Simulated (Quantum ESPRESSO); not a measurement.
## Zr3TiO8 (a curve over one atom's position)

A calculation, not a measurement. The program is pw.x of Quantum ESPRESSO 7.5 (plane-wave density functional theory). The cell is made up: 12 atoms on a fluorite lattice, with randomly drawn elements, strain and displacements, not relaxed. PseudoDojo standard norm-conserving files (v0.5 for PBE, v0.4.1 for LDA and PBEsol) set the functional; there is no spin polarisation, spin-orbit coupling or dispersion term, and the masses in the input are unused placeholders.

Seven runs move atom 12 (O, counted in the order of the input) along x and keep all else fixed.

Input of the run at -0.0148:

```
&control calculation='scf', pseudo_dir='./dojo.nc.sr.pbe.v0_5.standard.upf', outdir='./o', disk_io='medium', tprnfor=.true., tstress=.true. /
&system ibrav=0, nat=12, ntyp=3, nbnd=54, ecutwfc=84.00895049, nosym=.true., tot_charge=0,
 occupations='smearing', smearing='fd', degauss=0.0018374661
/
&electrons conv_thr=7.350e-09, electron_maxstep=60, /
ATOMIC_SPECIES
O 1.0 O.upf
Ti 1.0 Ti.upf
Zr 1.0 Zr.upf
CELL_PARAMETERS angstrom
5.2663 -0.0191 0.023
-0.0191 5.1635 0.0552
0.023 0.0552 5.1302
ATOMIC_POSITIONS angstrom
Zr 0.0537 -0.0672 -0.0157
Ti 0.0335 2.5516 2.6608
Zr 2.6103 -0.0419 2.5581
Zr 2.607 2.6023 0.0099
O 1.3437 1.2917 1.3276
O 1.332 1.276 3.8381
O 1.3415 3.8689 1.2999
O 1.3383 3.8351 3.8587
O 3.9244 1.2577 1.3095
O 4.0304 1.3169 3.8486
O 3.9575 3.8482 1.2997
O 3.9061 3.9267 3.9424
K_POINTS automatic
4 4 4 1 1 1
```

| shift of atom 12 along x (Å) | free energy less that of the input shown (eV) | Fx on atom 12 (eV/Å) | Fy on atom 12 (eV/Å) | Fz on atom 12 (eV/Å) | pressure (GPa) | iterations |
| --- | --- | --- | --- | --- | --- | --- |
| -0.1563 | 0.1816 | 1.885 | 0.057 | -0.566 | -13.14 | 18 |
| -0.1370 | 0.1469 | 1.714 | 0.017 | -0.581 | -13.31 | 18 |
| -0.1005 | 0.0901 | 1.403 | -0.059 | -0.613 | -13.60 | 19 |
| -0.0756 | 0.0577 | 1.197 | -0.112 | -0.638 | -13.77 | 19 |
| -0.0148 | 0.0000 | 0.707 | -0.247 | -0.711 | -14.10 | 19 |
| +0.0290 | -0.0235 | 0.366 | -0.349 | -0.774 | -14.26 | 19 |
| +0.1172 | -0.0260 | -0.308 | -0.570 | -0.932 | -14.40 | 16 |

A cubic fit gives dFx/dx = -7.82 eV/Å² at zero shift. Across the table the free energy follows the integral of the force to within 0.2 meV. A rerun of one of the cells at 1467 eV and a 6 x 6 x 6 mesh moved values by no more than 0.002 eV in energy, 0.05 GPa in stress and 0.003 eV/Å in force.